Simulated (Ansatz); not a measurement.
## Electric field gradients in MoP4

Computed with Ansatz 0.2.0, DFT LDA, scalar-relativistic, plane waves, PAW. Settings: 420 eV plane-wave cutoff, Γ-centred 8×8×8 mesh, Fermi-Dirac smearing of 0.15 eV. No spin polarisation.

Relaxed structure:
```yaml
crystal:
  lattice:
    - [2.63527, -5.52738, 0.00486]
    - [2.63527, 5.52738, 0.00486]
    - [-2.02518, 0.00000, 5.38452]
  atoms:
    - { symbol: Mo, position: [0.94167, 0.05833, 0.25000] }
    - { symbol: Mo, position: [0.05833, 0.94167, 0.75000] }
    - { symbol: P, position: [0.18324, 0.37399, 0.68176] }
    - { symbol: P, position: [0.62601, 0.81676, 0.81824] }
    - { symbol: P, position: [0.81676, 0.62601, 0.31824] }
    - { symbol: P, position: [0.37399, 0.18324, 0.18176] }
    - { symbol: P, position: [0.05661, 0.49737, 0.18996] }
    - { symbol: P, position: [0.50263, 0.94339, 0.31004] }
    - { symbol: P, position: [0.94339, 0.50263, 0.81004] }
    - { symbol: P, position: [0.49737, 0.05661, 0.68996] }
```

In a metal these results depend on the k mesh and the smearing. A semilocal functional can close a gap that the real compound has. Spin–orbit coupling is left out, which matters for gradients at heavy nuclei.

Question: Give V_zz (10²¹ V/m²) and the asymmetry η at each distinct site.

Answer:
| atom | V_zz | η |
| --- | --- | --- |
| Mo (atom 1) | 8.11 | 0.17 |
| P (atom 3) | 6.13 | 0.78 |
| P (atom 7) | -5.92 | 0.28 |

Cost: 1 run of about 0.57 core-minutes, on Intel Xeon 6975P-C (Granite Rapids) (shared hosts).